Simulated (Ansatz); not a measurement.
Sb:
Space group R-3m, hexagonal axes (No. 166); a = b = 4.2943 Å, c = 10.9675 Å, α = β = 90.00°, γ = 120.00°

```
atom  site  symmetry       x       y       z
----  ----  --------  ------  ------  ------
Sb      6c        3m  0.0000  0.0000  0.2642
```
(The calculation used a cell of 2 atoms; values per cell refer to that cell.)

Relaxed with LDA.

Question: Decompose the optical modes at the zone centre into irreducible representations, and say which are infrared and Raman allowed.

Answer: Point group -3m: Γ_opt = A1g + Eg. Infrared: none. Raman: A1g, Eg.

Question: Assign frequencies (DFPT, LDA (plane waves, PAW; program Ansatz)).

Answer: Eg 89, A1g 137 cm⁻¹.

The cell was relaxed with LDA under the symmetry of its start. As this level gives no gap, phonon frequencies hold no LO–TO term and depend on the k-mesh and smearing (Fermi–Dirac, 0.1 eV here). Scalar-relativistic: spin–orbit coupling is off unless named, which matters more the heavier the elements.

Potentials: the earlier of the program's two PAW sets. The files were generated under PBE; for other functionals the program regenerates the frozen cores, and for LDA and PBEsol the local potential too.
